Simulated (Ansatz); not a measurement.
The relaxed structure here is a generated cell of Hf: the first start was made by placing the elements on the sites of a structure type, and the end was not matched to a known phase here, so it may be hypothetical. Known forms of Hf include space group No. 194.

The end point of a relaxation of Hf. Space group Pa-3 (No. 205). Level of theory: PBE (plane waves to 420 eV, PAW, scalar-relativistic; Ansatz, a first-principles code).

```cif
data_Hf8
_chemical_formula_sum 'Hf8'
_space_group_name_H-M_alt 'Pa-3'
_space_group_IT_number 205
_space_group_name_Hall '-P 2ac 2ab 3'
_cell_length_a 5.65940
_cell_length_b 5.65940
_cell_length_c 5.65940
_cell_angle_alpha 90.000
_cell_angle_beta 90.000
_cell_angle_gamma 90.000
loop_
_atom_site_label
_atom_site_type_symbol
_atom_site_symmetry_multiplicity
_atom_site_Wyckoff_symbol
_atom_site_fract_x
_atom_site_fract_y
_atom_site_fract_z
_atom_site_occupancy
Hf1 Hf 8 c 0.15010 0.15010 0.15010 1
```

For Hf, the volume per atom is 22.66 Å³ and the band gap is no gap on the sampled points, where the bands overlap only slightly; such a result is sensitive to mesh and level. The shortest distances is Hf–Hf 2.94 Å and the k-mesh is 8×8×8.

Band energies at high-symmetry points (eV from the Fermi level; labels of this space group; no spin-orbit coupling), from −5 eV up to 3.9 eV:

```json
[
 {"point": "Γ", "energies": "-2.98 -2.98 -2.98 -1.94 -1.94 -1.94 -1.49 -1.49 -1.49 -1.11 -1.11 -1.11 -0.36 -0.36 -0.03 0.00 0.00 0.00 0.84 0.85 0.85 0.85 1.66 1.66 2.48 2.48 2.48 2.93 2.93 2.93 3.59 3.59 3.59"},
 {"point": "X", "energies": "-3.18 -3.18 -2.07 -2.07 -1.84 -1.84 -1.16 -1.16 -1.12 -1.12 -0.72 -0.72 -0.30 -0.30 0.44 0.44 0.74 0.74 0.98 0.98 1.56 1.56 1.56 1.56 2.23 2.23 2.93 2.93 3.32 3.32 3.46 3.46"},
 {"point": "M", "energies": "-4.19 -4.19 -4.19 -4.19 -2.42 -2.42 -2.42 -2.42 -1.31 -1.31 -1.31 -1.31 -0.23 -0.23 -0.23 -0.23 0.42 0.42 0.42 0.42 1.14 1.14 1.14 1.14 1.99 1.99 1.99 1.99 3.49 3.49 3.49 3.49"},
 {"point": "R", "energies": "-3.48 -3.48 -3.48 -3.48 -2.83 -2.83 -2.83 -2.83 -1.72 -1.72 -1.72 -1.72 -0.38 -0.38 -0.38 -0.38 0.01 0.01 0.01 0.01 0.53 0.53 0.53 0.53 3.38 3.38 3.38 3.38"},
 {"point": "X1", "energies": "-3.18 -3.18 -2.07 -2.07 -1.84 -1.84 -1.16 -1.16 -1.12 -1.12 -0.72 -0.72 -0.30 -0.30 0.44 0.44 0.74 0.74 0.98 0.98 1.56 1.56 1.56 1.56 2.23 2.23 2.93 2.93 3.32 3.32 3.46 3.46"}
]
```

No spin polarisation in the result.

The run could not lose the symmetry of its start: the end is stationary, and may be a saddle point rather than a minimum.
